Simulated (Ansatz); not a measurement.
## Every step of a relaxation of hcp Co (0001), 5 layers

DFT, LDA, PAW with Ansatz's default frozen-core files, scalar-relativistic (Ansatz 0.2.0); a Γ-centred 19×19×1 k mesh, Fermi–Dirac smearing of 0.1 eV, spin-polarised from start moments Co1 1.7, Co2 1.7, Co3 1.7, Co4 1.7, Co5 1.7 μB. The run relaxes the atoms in the fixed cell.

Command: `ansatz run input.yaml --threads 3 --pin off --max-ram 9216MiB --backend cpu --events-out ev --progress --plain --runs-dir out` It took 2.5 min on 3 threads of Intel(R) Xeon(R) Platinum 8488C (Sapphire Rapids) (shared host), peak memory 0.72 GiB.

```yaml
crystal:
  lattice:
    - [2.4281254785, 0.0, 0.0]
    - [-1.2140627392, 2.1028183479, 0.0]
    - [0.0, 0.0, 23.8361]
  atoms:
    - { symbol: Co, position: [0.0, 0.0, 0.335625581], spin: 1.7 }
    - { symbol: Co, position: [0.333333334, 0.666666666, 0.4178127906], spin: 1.7 }
    - { symbol: Co, position: [0.0, 0.0, 0.4999999998], spin: 1.7 }
    - { symbol: Co, position: [0.333333334, 0.666666666, 0.5821872094], spin: 1.7 }
    - { symbol: Co, position: [0.0, 0.0, 0.664374419], spin: 1.7 }
magnetization:
  spin_polarized: true
kpoints:
  mp_grid: { grid: [19, 19, 1] }
scf:
  occupations: { method: fermi_dirac, width: 0.1 }
hamiltonian:
  xc: lda
  pseudopotentials: { kind: paw }
output:
  forces: true
  stress: true
  eigenvalues: true
  write_density: true
  write_potential: true
  elf: true
  volumetric_format: npy
relax:
  f_tol: 0.01
  max_steps: 40
efield:
  axis: 3
  amplitude: 0
  dipole_correction: true
```

Each step lists its free energy a cell above the last geometry, and Cartesian positions (Å) with forces (eV/Å).

The first step:

```
step 1  dF = 17.20 meV
  Co 0.0000 0.0000 8.0000   0.0000 0.0000 0.3280
  Co 0.0000 1.4019 9.9590   0.0000 0.0000 -0.3769
  Co 0.0000 0.0000 11.9180   0.0000 0.0000 0.0000
  Co 0.0000 1.4019 13.8771   0.0000 0.0000 0.3769
  Co 0.0000 0.0000 15.8361   0.0000 0.0000 -0.3280
```

Other magnetic orders may lie lower. The PAW files were made under PBE.

Where does the relaxation end, and by which steps?

After 4 geometries, with a shortest distance of 2.369 Å and a cell moment of 7.76 μB. The further steps:
```
step 2  dF = 7.21 meV
  Co 0.0000 0.0000 8.0151   0.0000 0.0000 0.2157
  Co 0.0000 1.4019 9.9563   0.0000 0.0000 -0.2567
  Co 0.0000 0.0000 11.9180   0.0000 0.0000 0.0000
  Co 0.0000 1.4019 13.8798   0.0000 0.0000 0.2567
  Co 0.0000 0.0000 15.8210   0.0000 0.0000 -0.2157
step 3  dF = 0.06 meV
  Co 0.0000 0.0000 8.0393   0.0000 0.0000 -0.0193
  Co 0.0000 1.4019 9.9468   0.0000 0.0000 0.0250
  Co 0.0000 0.0000 11.9180   0.0000 0.0000 0.0000
  Co 0.0000 1.4019 13.8893   0.0000 0.0000 -0.0250
  Co 0.0000 0.0000 15.7968   0.0000 0.0000 0.0193
step 4  dF = 0.00 meV
  Co 0.0000 0.0000 8.0376   0.0000 0.0000 0.0010
  Co 0.0000 1.4019 9.9478   0.0000 0.0000 -0.0012
  Co 0.0000 0.0000 11.9180   0.0000 0.0000 0.0000
  Co 0.0000 1.4019 13.8883   0.0000 0.0000 0.0012
  Co 0.0000 0.0000 15.7985   0.0000 0.0000 -0.0009
```
